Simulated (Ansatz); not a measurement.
SnO:
```cif
data_OSn
_chemical_formula_sum 'O1 Sn1'
_space_group_name_H-M_alt 'P 1'
_space_group_IT_number 1
_cell_length_a 3.82583
_cell_length_b 3.82583
_cell_length_c 3.82583
_cell_angle_alpha 60.000
_cell_angle_beta 60.000
_cell_angle_gamma 60.000
loop_
_space_group_symop_operation_xyz
  'x, y, z'
loop_
_atom_site_label
_atom_site_type_symbol
_atom_site_fract_x
_atom_site_fract_y
_atom_site_fract_z
_atom_site_occupancy
O1 O 0.25000 0.25000 0.25000 1
Sn1 Sn 0.00000 0.00000 0.00000 1
```

This is the r²SCAN-relaxed structure.

Problem. All from the program Ansatz at the r²SCAN level (PAW), unless another level is named. Estimate the electronic character.

Solution. metallic (no gap).

Problem. Next, the density of states at the Fermi level?

Solution. 0.20 states/eV per atom (mean over ±0.08 eV).

Problem. Next, the formation energy from the elements (no fitted shifts)?

Solution. -0.70 eV/atom.

Problem. What about the gap with spin–orbit coupling?

Solution. none (metallic).

Space group F-43m (zinc blende). The start of the workflow was typed in or built on a structure type; neither database checked (COD, Materials Project) lists it. It is not the phase usual at ambient conditions (space group No. 129). Symmetry was held in the r²SCAN relaxation. At this level the phase is mechanically unstable. The volume moved by 18 % from the start of the relaxation. The references are the lowest solids computed at this level, not always the standard phases (solids in place of the gases). Scalar-relativistic: spin–orbit coupling is off unless named, which matters more the heavier the elements.

Potentials: the earlier of the program's two PAW sets.
